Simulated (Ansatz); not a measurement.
**Nb3Tl in Ansatz, settings compared**

Run with:

```bash
ansatz run input.yaml --threads 1 --pin off --max-ram 2560MiB --backend cpu --events-out ev --progress --plain --runs-dir out
```

input.yaml:

```yaml
crystal:
  lattice:
    - [5.27798927, 0.0, 0.0]
    - [0.0, 5.27798927, 0.0]
    - [0.0, 0.0, 5.27798927]
  atoms:
    - { symbol: Nb, position: [0.25, 0.0, 0.5] }
    - { symbol: Nb, position: [0.5, 0.75, 0.0] }
    - { symbol: Nb, position: [0.75, 0.0, 0.5] }
    - { symbol: Nb, position: [0.5, 0.25, 0.0] }
    - { symbol: Nb, position: [0.0, 0.5, 0.75] }
    - { symbol: Nb, position: [0.0, 0.5, 0.25] }
    - { symbol: Tl, position: [0.0, 0.0, 0.0] }
    - { symbol: Tl, position: [0.5, 0.5, 0.5] }
  symmetry: { tolerance: 0.0003 }
kpoints:
  mp_grid: { grid: [4, 4, 4], shift: [0, 0, 0] }
magnetization:
  spin_polarized: false
scf:
  occupations: { method: fermi_dirac }
hamiltonian:
  pseudopotentials: { kind: paw }
  xc: r2scan
basis:
  ecutwfc: 500
output:
  forces: true
  stress: true
  eigenvalues: true
```

Origin of the cell: a database entry, scaled a little.

The smearing width isn't typed, so it takes its default of 0.1 eV.

Output of this run (shortened):

```
Pseudopotentials: kind: paw
Pseudopotential: Nb, paw, valence charge 13, recommended cutoff 500 eV (meta_gga), Nb.paw.azcp
Pseudopotential: Tl, paw, valence charge 13, recommended cutoff 500 eV (meta_gga), Tl.paw.azcp
Functional definition: r2SCAN
  exchange = r2scan_x(k0 = k0, k1 = k1, a1 = a1)
  correlation = r2scan_c
Crystal: 8 atoms, lattice volume = 147.030 Å³
Basis set: ecut = 500 eV, 3743 PW (Γ), exchange–correlation on 160×160×160 points (64 copies of the dense FFT grid, shifted against one another)
Bands: 63, of which v1, the nominal top of the filled ones, is band 52 counted from 1 (51 counted from 0)
Symmetry: 48 space group operations
Space group: Pm-3n (ITA 223), of the structure as read, at distance tolerance 1.6e-3 Å
[… 7 lines left out …]
Initial density: superposition of atomic densities (neutral atoms: chi_scale 0, normalization atom), corrected by the library's trained network
Functional: x = r2scan, c = r2scan; τ floored in thin density (d = 2e-4 eV/Å³)
SCF iter   1: F=—  HF=-50298.002227 eV  Δρ=1.24e-2  dr2=2.64e-1  dr2_τ=1.30e-1  defer=2
SCF iter   2: F=—  HF=-50297.984443 eV  Δρ=6.43e-3  dr2=6.92e-2  dr2_τ=3.39e-3  defer=3
SCF iter   3: F=—  HF=-50297.972591 eV  Δρ=1.21e-3  dr2=1.92e-3  dr2_τ=2.16e-4  defer=3
SCF iter   4: F=—  HF=-50297.973245 eV  Δρ=3.24e-4  dr2=1.15e-4  dr2_τ=2.16e-5  defer=3
SCF iter   5: F=—  HF=-50297.973273 eV  Δρ=6.18e-5  dr2=4.99e-6  dr2_τ=5.00e-7  defer=3
SCF iter   6: F=—  HF=-50297.973281 eV  Δρ=1.21e-5  dr2=1.44e-7  dr2_τ=8.59e-9  defer=3
SCF iter   7: F=-50297.973281 eV  HF=-50297.973281 eV  Δρ=2.57e-6  dr2=8.81e-9  dr2_τ=7.35e-10
SCF 1 converged in 7 iterations: F = -50297.973281 eV  dr2 = 8.81e-9
SCF converged after 7 iterations
Free energy (F): -50297.973281 eV
Harris-Foulkes:  -50297.973281 eV  (|F-HF|=2.91e-9)
Internal energy: -50297.649992 eV  (E = F + TS)
E sigma→0 (E₀):  -50297.811637 eV
Entropy (-TS):   -0.323289 eV (-40.411 meV/atom)
Fermi energy:    17.573624 eV
--- Per-component energies (eV) ---
  E_band       = -328.380661
  E_kinetic    = 3044.441449
  E_local      = -5470.287544  (includes V_loc(G=0)·N_el)
  E_nonlocal   = 1351.014720
  E_hartree    = 1794.845011
  E_xc         = -1455.431989
  E_vxc        = -1734.809638  (∫ρ·V_xc dr)
  E_paw        = -38933.660264  (= ΣΔE_a)
  E_vpaw       = -1221.562350  (= ΣTr[D̂ρ^β])
  E_aug_tail   = 0.000060  (compensation charges beyond the density's cutoff)
  E_vtau       = 113.131420  (kinetic-family band-sum trace: ∫τ·v_τ [+ j·A + Jᵃ·Aᵃ] dr)
  E_ewald      = -10629.496372
  E_core_change = 0.924938  (= ΣΔE_core)
  E_smearing   = -0.323289  (= −TS)
  Σ components = -50297.973281   (vs F -50297.973281, Δ=0.00e0)
--- Forces (eV/Å), atoms counted from 1 ---
  atom   1  Nb     0.000000     0.000000     0.000000
[… 2 lines left out …]
  atom   4  Nb     0.000000     0.000000    -0.000000
  atom   5  Nb     0.000000    -0.000000     0.000000
  atom   6  Nb    -0.000000    -0.000000     0.000000
  atom   7  Tl     0.000000    -0.000000     0.000000
  atom   8  Tl     0.000000    -0.000000     0.000000
  max |Σ_I F_I| component: 6.48e-17 eV/Å
--- Stress (GPa, compression-positive) ---
        4.575524       0.000000       0.000000
        0.000000       4.575524      -0.000000
        0.000000       0.000000       4.575524
  P = ⅓ Tr σ = 4.5755 GPa (45.755 kbar)
```

The same input was run again with these changes:

1. `scf.mixing.preconditioner` default → local_kerker; `kpoints.mp_grid.grid` [4, 4, 4] → [6, 6, 6]
2. `scf.mixing.algorithm` default → broyden; `scf.mixing.beta` default → 0.7; `accuracy` default → medium; `kpoints.mp_grid.grid` [4, 4, 4] → [2, 2, 2]
3. `hamiltonian.xc` r2scan → pbe
4. `scf.initial_density.chi_scale` default → 0.1; `basis.xc_grid` default → 4

| run | end | SCF iterations | P (GPa) | max force component (eV/Å) | moment (μB) | ΔE(σ→0) (meV/atom) |
| --- | --- | --- | --- | --- | --- | --- |
| base | converged | 7 | 4.58 | 0.000 | – | 0 |
| 1 | converged | 6 | 4.74 | 0.000 | – | -1.84 |
| 2 | converged | 8 | 5.42 | 0.000 | – | 102.79 |
| 3 | converged | 6 | 6.38 | 0.000 | – | – |
| 4 | converged | 8 | 4.58 | 0.000 | – | 0.00 |

Energies are compared only where functional, datasets, charge and starting cell are the same.

Not properties of the system: run 2 (too coarse or loose: `kpoints.mp_grid.grid` = [2, 2, 2]).

Caveats of the base run: no moments, though an odd count or open d shells may carry them; no spin-orbit coupling, though heavy elements are present.

Run 2: the k mesh is coarse if the cell is a metal.

The base run ran for 7 s of wall time on 1 CPU thread(s) of a shared host, from the program's own first density.
